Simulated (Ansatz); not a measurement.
An elastic tensor (GPa, Voigt order, standard axes) from the program Ansatz at the PBEsol level (PAW):

```csv
,1,2,3,4,5,6
1,97.2,110,110,0.0,0.0,0.0
2,110,97.2,110,0.0,0.0,0.0
3,110,110,97.2,0.0,0.0,0.0
4,0.0,0.0,0.0,-24.4,0.0,0.0
5,0.0,0.0,0.0,0.0,-24.4,0.0
6,0.0,0.0,0.0,0.0,0.0,-24.4
```

### Question
Pick the material that matches.
A) LuBPd3, cubic perovskite
B) TaN, rock salt
C) Cu2Se, F-43m (Cu on 4c, Cu on 4b, Se on 4a)

### Answer
C, Cu2Se, F-43m (Cu on 4c, Cu on 4b, Se on 4a)

The workflow started from an entry of the Crystallography Open Database (COD). Whether it is the stable phase at ambient conditions was not checked. The PBEsol relaxation kept the symmetry of its start. At this level the phase is mechanically unstable. No spin polarisation was allowed. As this level gives no gap, shear constants depend on the k-mesh and smearing (Fermi–Dirac, 0.1 eV here).

Potentials: the later of the program's two PAW sets.
